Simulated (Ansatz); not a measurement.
MoRh:
```yaml
crystal:
  lattice:
    - [2.72678, 0.00000, 0.00000]
    - [-1.36339, 2.36146, 0.00000]
    - [0.00000, 0.00000, 4.35885]
  atoms:
    - { symbol: Mo, position: [0.00000, 0.00000, 0.50000] }
    - { symbol: Rh, position: [0.33333, 0.66667, 0.00000] }
```

Relaxed with LDA. Special points in fractions of this cell's reciprocal vectors: Γ (0.000, 0.000, 0.000); M (0.500, 0.000, 0.000); K (0.333, 0.333, 0.000); A (0.000, 0.000, 0.500); L (0.500, 0.000, 0.500); H (0.333, 0.333, 0.500).

Question: List the band energies nearest the Fermi level at these points for LDA (plane waves, PAW; program Ansatz).

Answer: In eV from the Fermi level; about four levels below and three above (degenerate sets whole), none deeper than 8.9 eV; … stands for higher levels left out; points with the same levels are listed once.

```
k                          below           above
-  -----------------------------  --------------
Γ        -1.51 -1.51 -0.60 -0.60          1.42 …
M        -2.84 -1.71 -1.67 -0.91  0.47 3.01 4.28
K        -3.57 -3.17 -1.77 -0.33  1.24 2.03 2.04
A  -3.02 -3.02 -2.07 -2.07 -1.76     0.53 0.53 …
L        -5.73 -4.56 -3.86 -1.80  0.07 0.32 1.07
H        -3.09 -1.38 -0.75 -0.28  1.16 2.80 7.64
```

Space group P-6m2. The workflow started from a Materials Project entry (that database holds measured and hypothetical structures alike); the Crystallography Open Database copy checked does not list it. With Mo and Rh taken as one species the cell has the higher symmetry P6_3/mmc, so it may be an ordered model of a mixed-site phase. Whether it is the stable phase at ambient conditions was not checked. The cell was relaxed with LDA under the symmetry of its start; whether a distortion lowers the energy is not shown. No spin polarisation was allowed. Spin–orbit coupling is left out wherever it is not named.

Potentials: the later of the program's two PAW sets.
